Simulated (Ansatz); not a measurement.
ZnS:
```
CELL_PARAMETERS angstrom
      3.80963     0.00000     0.00000
     -1.90481     3.29924     0.00000
      0.00000     0.00000    56.04917
ATOMIC_POSITIONS crystal
  Zn 0.00000 0.00000 0.16666
  Zn 0.33333 0.66667 0.22219
  Zn 0.00000 0.00000 0.49995
  Zn 0.66667 0.33333 0.55546
  Zn 0.66667 0.33333 0.27770
  Zn 0.33333 0.66667 0.05562
  Zn 0.33333 0.66667 0.61106
  Zn 0.66667 0.33333 0.77788
  Zn 0.66667 0.33333 0.11114
  Zn 0.33333 0.66667 0.44443
  Zn 0.00000 0.00000 0.72226
  Zn 0.66667 0.33333 0.38892
  Zn 0.66667 0.33333 0.94450
  Zn 0.00000 0.00000 0.33331
  Zn 0.33333 0.66667 0.83338
  Zn 0.00000 0.00000 0.00011
  Zn 0.66667 0.33333 0.66667
  Zn 0.00000 0.00000 0.88890
  S  0.66667 0.33333 0.98620
  S  0.66667 0.33333 0.70829
  S  0.00000 0.00000 0.04173
  S  0.33333 0.66667 0.48606
  S  0.66667 0.33333 0.59709
  S  0.66667 0.33333 0.15278
  S  0.00000 0.00000 0.54158
  S  0.33333 0.66667 0.09725
  S  0.66667 0.33333 0.81950
  S  0.00000 0.00000 0.37501
  S  0.66667 0.33333 0.31933
  S  0.00000 0.00000 0.93053
  S  0.33333 0.66667 0.26382
  S  0.33333 0.66667 0.65277
  S  0.00000 0.00000 0.76396
  S  0.66667 0.33333 0.43054
  S  0.00000 0.00000 0.20830
  S  0.33333 0.66667 0.87501
```

Relaxed with r²SCAN. Special points in fractions of this cell's reciprocal vectors: Γ (0.000, 0.000, 0.000); M (0.500, 0.000, 0.000); K (0.333, 0.333, 0.000); A (0.000, 0.000, 0.500); L (0.500, 0.000, 0.500); H (0.333, 0.333, 0.500).

List the band energies nearest the valence-band maximum at these points for r²SCAN (plane waves, PAW; program Ansatz).

In eV from the valence-band maximum; about four levels below and three above (degenerate sets whole), none deeper than 8.9 eV; points with the same levels are listed once.

| k | below | above |
|---|---|---|
| Γ | -0.03 -0.03 -0.03 -0.03 -0.02 0.00 0.00 | 2.72 2.94 2.95 |
| M | -1.01 -0.95 -0.95 -0.90 | 3.73 3.77 3.79 |
| K | -1.65 -1.65 -1.56 -1.54 -1.48 | 4.80 4.81 4.82 |
| A | -0.01 -0.01 -0.01 -0.01 | 2.77 2.79 3.15 |
| L | -1.02 -1.02 -1.01 -0.92 -0.91 | 3.73 3.74 3.82 |
| H | -1.64 -1.63 -1.57 -1.54 -1.48 | 4.77 4.83 4.87 |

Space group P3m1. The first step of the workflow began from a Materials Project structure, measured or hypothetical; the Crystallography Open Database files this formula in space group No. 156, but the cells were not matched. It is not the phase usual at ambient conditions (space group No. 186, 216). Symmetry was held in the r²SCAN relaxation; whether a distortion lowers the energy is not shown.

Potentials: the later of the program's two PAW sets.
